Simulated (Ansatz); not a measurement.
CdGaNO:
```yaml
crystal:
  lattice:
    - [3.28143, 0.00000, 0.00000]
    - [-1.64071, 2.84180, 0.00000]
    - [0.00000, 0.00000, 5.68384]
  atoms:
    - { symbol: Ga, position: [0.33333, 0.66667, 0.50213] }
    - { symbol: Cd, position: [0.66667, 0.33333, 0.97974] }
    - { symbol: O, position: [0.33333, 0.66667, 0.17087] }
    - { symbol: N, position: [0.66667, 0.33333, 0.59725] }
```

x, y and z are the axes in which the lattice vectors are written.

**Question.** Give the high-frequency dielectric tensor and the Born effective charge tensors of the independent atoms from DFPT, the program Ansatz at the PBEsol level (PAW).

**Answer.** 
ε∞:
```
6.91  0.00  0.00
0.00  6.91  0.00
0.00  0.00  6.96
```
Z* of atom 1 (Ga), rows: field, columns: displacement, in e:
```
2.77  0.00  0.00
0.00  2.77  0.00
0.00  0.00  2.75
```
Z* of atom 2 (Cd), rows: field, columns: displacement, in e:
```
2.05  0.00  0.00
0.00  2.05  0.00
0.00  0.00  2.40
```
Z* of atom 3 (O), rows: field, columns: displacement, in e:
```
-2.11   0.00   0.00
 0.00  -2.11   0.00
 0.00   0.00  -3.09
```
Z* of atom 4 (N), rows: field, columns: displacement, in e:
```
-2.71   0.00   0.00
 0.00  -2.71   0.00
 0.00   0.00  -2.06
```

Space group P3m1. The start of the workflow was typed in or built on a structure type; neither database checked (COD, Materials Project) lists it. Whether it is the stable phase at ambient conditions was not checked. The PBEsol relaxation kept the symmetry of its start; whether a distortion lowers the energy is not shown. Spin–orbit coupling is left out wherever it is not named.

Potentials: the earlier of the program's two PAW sets. The files were generated under PBE; for other functionals the program regenerates the frozen cores, and for LDA and PBEsol the local potential too.
